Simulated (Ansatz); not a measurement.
AlBRu$_{3}$:
```xyz
5
Lattice="4.0507 0.0000 0.0000 0.0000 4.0507 0.0000 0.0000 0.0000 4.0507" Properties=species:S:1:pos:R:3 pbc="T T T"
Al     0.0000     0.0000     0.0000
Ru     0.0000     2.0254     2.0254
Ru     2.0254     0.0000     2.0254
Ru     2.0254     2.0254     0.0000
B      2.0254     2.0254     2.0254
```

Relaxed with PBE. Special points in fractions of this cell's reciprocal vectors: Γ (0.000, 0.000, 0.000); X (0.000, 0.500, 0.000); M (0.500, 0.500, 0.000); R (0.500, 0.500, 0.500).

### Question
List the band energies nearest the Fermi level at these points for PBE with spin–orbit coupling (plane waves, PAW; program Ansatz).

### Answer
In eV from the Fermi level; about four levels below and three above (degenerate sets whole), none deeper than 8.9 eV; points with the same levels are listed once.

```csv
k,below,above
Γ,-0.30 -0.30 -0.30 -0.30,1.41 1.41 1.49 1.49
X,-0.65 -0.65 -0.42 -0.42,0.10 0.10 1.59 1.59
M,-0.63 -0.63 -0.35 -0.35,0.06 0.06 0.43 0.43
R,-0.13 -0.13 -0.13 -0.13,1.20 1.20 1.32 1.32 1.32 1.32
```

Space group Pm-3m (cubic perovskite). The start of the workflow was typed in or built on a structure type; neither database checked (COD, Materials Project) lists it. Whether it is the stable phase at ambient conditions was not checked. The PBE relaxation kept the symmetry of its start; whether a distortion lowers the energy is not shown. The run is not spin-polarised.

Potentials: the later of the program's two PAW sets.
